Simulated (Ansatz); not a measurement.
Cells of TiPd relaxed with PBEsol (plane waves to 420 eV, PAW, scalar-relativistic; Ansatz, a program for electronic structure), each with a space-group label. One label is wrong.

**A**, labelled Fd-3m (No. 227)
```xyz
4
Lattice="4.2290 0.0000 0.0000 -2.1145 3.6624 0.0000 0.0000 0.0000 5.0026" Properties=species:S:1:pos:R:3 pbc="T T T"
Pd     0.0000     0.0000     3.7951
Pd     0.0000     0.0000     1.2075
Ti     0.0000     2.4416     2.5013
Ti     2.1145     1.2208     2.5013
```

**B**, labelled Pmma (No. 51)
```yaml
crystal:
  lattice:
    - [4.52990, 0.00000, 0.00000]
    - [0.00000, 2.75614, 0.00000]
    - [0.00000, 0.00000, 4.83570]
  atoms:
    - { symbol: Ti, position: [0.25000, 0.00000, 0.70098] }
    - { symbol: Ti, position: [0.75000, 0.00000, 0.29902] }
    - { symbol: Pd, position: [0.25000, 0.50000, 0.18646] }
    - { symbol: Pd, position: [0.75000, 0.50000, 0.81354] }
```

**C**, labelled P2₁/m (No. 11)
```yaml
crystal:
  lattice:
    - [4.75380, 0.00000, 0.00000]
    - [0.00000, 4.89604, 0.00000]
    - [-0.42743, 0.00000, 5.39075]
  atoms:
    - { symbol: Pd, position: [0.96390, 0.75000, 0.34896] }
    - { symbol: Pd, position: [0.03610, 0.25000, 0.65104] }
    - { symbol: Pd, position: [0.82263, 0.75000, 0.84073] }
    - { symbol: Pd, position: [0.17737, 0.25000, 0.15927] }
    - { symbol: Ti, position: [0.31858, 0.75000, 0.99457] }
    - { symbol: Ti, position: [0.68142, 0.25000, 0.00543] }
    - { symbol: Ti, position: [0.50000, 0.00000, 0.50000] }
    - { symbol: Ti, position: [0.50000, 0.50000, 0.50000] }
```

**D**, labelled P-6m2 (No. 187)
```
CELL_PARAMETERS angstrom
      2.84734     0.00000     0.00000
     -1.42367     2.46586     0.00000
      0.00000     0.00000     4.32532
ATOMIC_POSITIONS crystal
  Ti 0.00000 0.00000 0.00000
  Pd 0.66667 0.33333 0.50000
```

Which label is wrong, and what should it be (tolerance 0.01 Å)?

A: its symmetry is P6/mmm (No. 191), hP4; a = 4.2290 Å, b = 4.2290 Å, c = 5.0026 Å, α = 90.00°, β = 90.00°, γ = 120.00°.

Each run could gain symmetry but not lose that of its start, so entries can be saddle points. From databases, or of a type measured for this composition: Pmma, oP4, AFLOW prototype AB_oP4_51_e_f (B19, as in CdAu); the others are generated cells (placed on structure types, drawn at random, substituted or restacked) that were not matched to a known phase here.

No spin polarisation in the result.
